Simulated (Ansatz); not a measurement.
Input:

LaN:
```yaml
crystal:
  lattice:
    - [4.35155, 0.00000, 0.00000]
    - [0.00000, 4.35155, 0.00000]
    - [0.00000, 0.00000, 3.54684]
  atoms:
    - { symbol: La, position: [0.50000, 0.00000, 0.28519] }
    - { symbol: La, position: [0.00000, 0.50000, 0.71481] }
    - { symbol: N, position: [0.50000, 0.50000, 0.00000] }
    - { symbol: N, position: [0.00000, 0.00000, 0.00000] }
```

This is the LDA-relaxed structure.

Q: All from plane-wave PAW LDA (Ansatz code), unless another level is named. Give the highest zone-centre frequency (without LO–TO term).

A: 12.89 THz.

Q: What about the bulk modulus (Birch–Murnaghan fit)?

A: 65.7 GPa.

Space group P4/nmm. The first step of the workflow began from a Materials Project structure, measured or hypothetical; the Crystallography Open Database copy checked does not list it. COD files the formula under space group No. 225. Its standing as an ambient phase is unchecked. The LDA relaxation kept the symmetry of its start. At this level the phase is dynamically unstable (imaginary phonons). Scalar-relativistic: spin–orbit coupling is off unless named, which matters more the heavier the elements.

Potentials: the later of the program's two PAW sets.
